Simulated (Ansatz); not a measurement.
Starting cell, Pt (fcc, Cu type):

```
CELL_PARAMETERS angstrom
      3.91826     0.00000     0.00000
      0.00000     3.91826     0.00000
      0.00000     0.00000     3.91826
ATOMIC_POSITIONS crystal
  Pt 0.00000 0.00000 0.00000
  Pt 0.50000 0.50000 0.00000
  Pt 0.50000 0.00000 0.50000
  Pt 0.00000 0.50000 0.50000
```

In each cell atom 4 (Pt, nearest neighbour Pt at 2.771 Å; its periodic images, 3.9 Å or more away, move with it) moves by s·(0.707, 0.707, 0.000) (along Cartesian [110]), the rest being held.

Method: PBEsol (plane waves to 420 eV, PAW, scalar-relativistic; Ansatz, a quantum-chemistry and plane-wave program). k mesh 10×10×10 (Γ-centred), Fermi-Dirac smearing 0.05 eV. E stands for the smeared free energy. Compression counts positive. With partly filled bands, energies and forces of such displacements shift with the k mesh and the smearing. Pt is run without spin polarisation. Pt was relaxed with its symmetry unable to fall. Spin-orbit coupling is left out, though Pt is heavy. The zero of ΔE is the undisplaced structure.

```
s (Å)   ΔE (meV/cell)     P (GPa)
------  -------------  ----------
-0.550           2332        25.1
-0.440           1372  (withheld)
-0.330     (withheld)         8.5
-0.220            318         3.7
-0.110     (withheld)         0.9
0.000               0         0.0
0.110      (withheld)         0.9
0.220             318         3.7
0.330      (withheld)         8.5
0.440            1372  (withheld)
0.550            2332        25.1
```

What belongs in the gaps?


- -0.440, P (GPa): 15.5
- -0.330, ΔE (meV/cell): 733
- -0.110, ΔE (meV/cell): 79
- 0.110, ΔE (meV/cell): 79
- 0.330, ΔE (meV/cell): 733
- 0.440, P (GPa): 15.5

(A displaced cell: forces are minus the slopes of the energy, force constants its curvatures, and phonons follow from these.)
